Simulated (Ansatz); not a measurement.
GaSb:
```yaml
crystal:
  lattice:
    - [4.32891, 0.00000, 0.00000]
    - [-2.16445, 3.74894, 0.00000]
    - [0.00000, 0.00000, 14.20170]
  atoms:
    - { symbol: Ga, position: [0.66667, 0.33333, 0.99976] }
    - { symbol: Sb, position: [0.66667, 0.33333, 0.18774] }
    - { symbol: Ga, position: [0.00000, 0.00000, 0.25048] }
    - { symbol: Sb, position: [0.00000, 0.00000, 0.43702] }
    - { symbol: Ga, position: [0.33333, 0.66667, 0.49976] }
    - { symbol: Sb, position: [0.33333, 0.66667, 0.68774] }
    - { symbol: Ga, position: [0.00000, 0.00000, 0.75048] }
    - { symbol: Sb, position: [0.00000, 0.00000, 0.93702] }
```

This is the r²SCAN-relaxed structure. Cartesian axes are those of the cell as given.

Question: All from plane-wave PAW r²SCAN (Ansatz code), unless another level is named. Predict the hole effective mass, band 1 of 2 at the edge.

Answer: 0.69 along x, 0.60 along z (mₑ).

Question: Predict the hole effective mass with spin–orbit coupling.

Answer: 0.022, 0.022, 0.57 mₑ (principal values).

Question: What about the weight of the conduction-edge state by species (Voronoi cells)?

Answer: Ga 60 %, Sb 40 %.

Space group P6_3mc. The start of the workflow was typed in or built on a structure type; the Crystallography Open Database copy checked does not list it. It is not the phase usual at ambient conditions (space group No. 216). The cell was relaxed with r²SCAN under the symmetry of its start; its stability against distortions is not shown here. Scalar-relativistic: spin–orbit coupling is off unless named, which matters more the heavier the elements.

Potentials: the earlier of the program's two PAW sets.

Edges and masses are those of Kohn–Sham bands, whose gap is no quasiparticle gap.
